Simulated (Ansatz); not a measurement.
C (graphite type, space group P6_3/mmc)

```
C
1.0
    2.45828     0.00000     0.00000
   -1.22914     2.12894     0.00000
    0.00000     0.00000     6.56476
C
4
Direct
  0.00000   0.00000   0.25000
  0.00000   0.00000   0.75000
  0.33333   0.66667   0.25000
  0.66667   0.33333   0.75000
```

The slice is a (0001) plane (indices of the conventional cell) through the point (0.000, 0.000, 0.750) (fractional), spanned by u = [110] and v = [1 -1 0] in vectors of this cell: u (2.46 Å) and v (4.26 Å, at 90° to u). It covers one period; positions are fractions (u, v).

These are PBEsol-D3(BJ) (plane waves to 420 eV, PAW, scalar-relativistic; Ansatz, an electronic-structure program) values and carry that method's errors. k mesh 15×15×5. Inside the PAW spheres the values are not all-electron values, and peaks at nuclei hang on which shells count as valence. C was relaxed with its symmetry unable to fall.

Problem. What is the valence density on the shortest C–C line in this plane (1.42 Å), at its midpoint?

Solution. 2.03 e/Å³.

Problem. What is the ELF at the midpoint of the shortest C–C line in this plane (1.42 Å)?

Solution. 0.94.

Problem. Sketch the electron localisation function (ELF) on this plane as a map.

Solution. 
```
|xx46654345664x|
|66654311134566|
|99864100014689|
|99863100013689|
|99863100013689|
|56654311134566|
|xx46654345664x|
|xx48886568884x|
|xx79997579997x|
|35899853589985|
|579997xxx79997|
|568884xxx48886|
|345664xxx46654|
|11345666665431|
|00146899986410|
|00136899986310|
|00136899986310|
|11345665665431|
|345664xxx46654|
|568884xxx48886|
|579997xxx79997|
|35899853589985|
|xx79997579997x|
|xx48886568884x|
```
Scale: ten equal steps from 0.03 (start of '0') to 0.94 (end of '9'), in the order '0123456789'. Values: electron localisation function (ELF). The map has 14 points along u (one character each, u = 0 at the left) and 24 along v (v = 0 in the bottom row). Points within 0.3 Å of a nucleus are blanked (x), as the pseudised field means little there.
